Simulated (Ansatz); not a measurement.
Ca$_{2}$Ge:
```
Ca2Ge
1.0
    0.00000     3.55717     3.55717
    3.55717     0.00000     3.55717
    3.55717     3.55717     0.00000
Ca Ge
2 1
Direct
  0.75000   0.75000   0.75000
  0.25000   0.25000   0.25000
  0.00000   0.00000   0.00000
```

Relaxed with PBEsol.

Give the Bader charges and basin volumes of the independent atoms, the program Ansatz at the PBEsol level (PAW).



| atom | Bader charge (e) | Bader volume (Å³) |
|---|---|---|
| Ca1 | +1.24 | 17.9 |
| Ge3 | -2.47 | 54.3 |

Space group Fm-3m (anti-fluorite). The workflow started from a Materials Project entry (that database holds measured and hypothetical structures alike); the Crystallography Open Database copy checked does not list it. COD files the formula under space group No. 186. Whether it is the stable phase at ambient conditions was not checked. The PBEsol relaxation kept the symmetry of its start; whether a distortion lowers the energy is not shown.

Potentials: the later of the program's two PAW sets.
